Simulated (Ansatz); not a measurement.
Scan of one atom of the cell for NiO (rock salt)

NiO (rock salt)

```xyz
2
Lattice="0.0000 2.0943 2.0943 2.0943 0.0000 2.0943 2.0943 2.0943 0.0000" Properties=species:S:1:pos:R:3 pbc="T T T"
O      0.0000     0.0000     0.0000
Ni     2.0943     2.0943     2.0943
```

In this cell atom 1 (O, nearest neighbour Ni at 2.094 Å; its periodic images, 3.0 Å or more away, move with it) is moved by s along Cartesian [110], unit vector (0.707, 0.707, 0.000); all other atoms and the cell stay fixed.

The numbers are results of r2SCAN (plane waves to 500 eV, PAW, scalar-relativistic; Ansatz, an electronic-structure program), not measurements. k mesh 11×11×11 (Γ-centred), Fermi-Dirac smearing 0.05 eV. The energy includes the smearing's −TS. Compression counts positive. F∥ is the force on the atom along that direction. NiO is run spin-polarised and with no Hubbard U; the real compound is an antiferromagnetic insulator, a state that this run doesn't describe. NiO was relaxed with its symmetry unable to fall. Relaxed NiO ends ferromagnetic. Other magnetic orders were not checked, so this need not be the ground state. ΔE is measured from the undisplaced structure.

| s (Å) | ΔE (meV/cell) | F∥ (eV/Å) | moment (μB/cell) | P (GPa) |
|---|---|---|---|---|
| -0.420 | 486 | 2.925 | 2.00 | 18.7 |
| -0.336 | 277 | 2.050 | 2.00 | 11.6 |
| -0.252 | 138 | 1.300 | 2.00 | 6.3 |
| -0.168 | 54 | 0.719 | 2.00 | 2.7 |
| -0.084 | 12 | 0.305 | 2.00 | 0.7 |
| 0.000 | 0 | 0.000 | 2.00 | 0.0 |
| 0.084 | 12 | -0.305 | 2.00 | 0.7 |
| 0.168 | 54 | -0.719 | 2.00 | 2.7 |
| 0.252 | 138 | -1.300 | 2.00 | 6.3 |
| 0.336 | 277 | -2.050 | 2.00 | 11.6 |
| 0.420 | 486 | -2.925 | 2.00 | 18.7 |

What the scan shows:

| Item | Value |
|---|---|
| Energy at s = 0.420 Å | 486 meV/cell |
| Force along the line at s = -0.420 Å | 2.93 eV/Å |
| Symmetry of the curve | even: the same for both signs |
| Shape of the curve | a single well with its minimum at or next to zero displacement |
| Force constant k = d²E/ds² at s = 0 (finite differences) | 3.41 eV/Å² |
| Harmonic estimate at the end of the scan | ½ks² = 301 meV/cell against the computed 486 meV/cell, so the well is stiffer than harmonic there |
| Zone-centre optical wavenumber from k (transverse: no LO-TO term) | 272 cm⁻¹ |

(For displaced atoms, the force is minus the slope of the energy, and its curvature is a force constant, which sets phonon frequencies.)
